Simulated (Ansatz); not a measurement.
W in space group Fd-3m (No. 227; W on 8a, W on 16d), a = b = c = 7.348 Å, α = β = γ = 90.00°; the cell used has 6 atoms.

Relaxed with r²SCAN.

Q: Which orbitals make up the states near the Fermi level in the program Ansatz at the r²SCAN level (PAW)?

A: Within 0.5 eV of the Fermi level: W 5d 93 %. Projections are on Löwdin-orthogonalised atomic valence shells; empty p or d shells of many metals are not among them.

Q: Tabulate the density of states.

A: States/eV per cell of 6 atoms, in 0.25 eV bins, energy from the Fermi level.

| E (eV) | total | W 5d | W 6s | W 5p |
|---|---|---|---|---|
| -7.85 | 0.59 | 0.05 | 0.50 | 0.02 |
| -7.60 | 0.71 | 0.09 | 0.57 | 0.02 |
| -7.35 | 0.92 | 0.16 | 0.69 | 0.03 |
| -7.10 | 1.08 | 0.33 | 0.69 | 0.03 |
| -6.85 | 1.22 | 0.50 | 0.66 | 0.03 |
| -6.60 | 1.44 | 0.73 | 0.64 | 0.03 |
| -6.35 | 2.60 | 1.33 | 1.17 | 0.05 |
| -6.10 | 2.23 | 1.18 | 0.97 | 0.05 |
| -5.85 | 3.44 | 1.98 | 1.36 | 0.06 |
| -5.60 | 4.96 | 3.50 | 1.35 | 0.05 |
| -5.35 | 4.76 | 3.56 | 1.09 | 0.06 |
| -5.10 | 5.96 | 4.73 | 1.08 | 0.08 |
| -4.85 | 3.34 | 2.82 | 0.45 | 0.04 |
| -4.60 | 3.28 | 2.80 | 0.40 | 0.05 |
| -4.35 | 3.91 | 3.40 | 0.41 | 0.07 |
| -4.10 | 4.29 | 3.85 | 0.34 | 0.07 |
| -3.85 | 3.21 | 2.92 | 0.22 | 0.04 |
| -3.60 | 5.29 | 4.87 | 0.30 | 0.06 |
| -3.35 | 8.18 | 7.51 | 0.50 | 0.08 |
| -3.10 | 7.72 | 7.19 | 0.38 | 0.07 |
| -2.85 | 8.13 | 7.46 | 0.49 | 0.08 |
| -2.60 | 9.19 | 8.62 | 0.33 | 0.11 |
| -2.35 | 11.45 | 10.40 | 0.59 | 0.15 |
| -2.10 | 9.52 | 8.23 | 0.72 | 0.15 |
| -1.85 | 8.56 | 7.07 | 0.69 | 0.13 |
| -1.60 | 4.52 | 3.69 | 0.34 | 0.08 |
| -1.35 | 1.83 | 1.51 | 0.14 | 0.04 |
| -1.10 | 1.75 | 1.56 | 0.11 | 0.03 |
| -0.85 | 2.24 | 2.02 | 0.12 | 0.03 |
| -0.60 | 2.70 | 2.44 | 0.14 | 0.03 |
| -0.35 | 3.77 | 3.43 | 0.17 | 0.03 |
| -0.10 | 10.45 | 9.81 | 0.31 | 0.04 |
| 0.15 | 4.95 | 4.56 | 0.21 | 0.02 |
| 0.40 | 5.67 | 5.29 | 0.19 | 0.02 |
| 0.65 | 5.03 | 4.75 | 0.14 | 0.02 |
| 0.90 | 2.93 | 2.74 | 0.10 | 0.02 |
| 1.15 | 2.49 | 2.31 | 0.09 | 0.01 |
| 1.40 | 1.71 | 1.58 | 0.06 | 0.01 |
| 1.65 | 2.49 | 2.32 | 0.08 | 0.01 |
| 1.90 | 5.10 | 4.76 | 0.16 | 0.01 |
| 2.15 | 4.52 | 4.20 | 0.17 | 0.01 |
| 2.40 | 6.41 | 6.08 | 0.14 | 0.01 |
| 2.65 | 8.24 | 7.85 | 0.16 | 0.01 |
| 2.90 | 6.37 | 6.01 | 0.16 | 0.01 |
| 3.15 | 7.09 | 6.62 | 0.21 | 0.01 |

The start of the workflow was typed in or built on a structure type; neither database checked (COD, Materials Project) lists it. It is not the phase usual at ambient conditions (space group No. 229). The cell was relaxed with r²SCAN under the symmetry of its start; its stability against distortions is not shown here. The run is not spin-polarised. Spin–orbit coupling is left out wherever it is not named.

Potentials: the later of the program's two PAW sets.
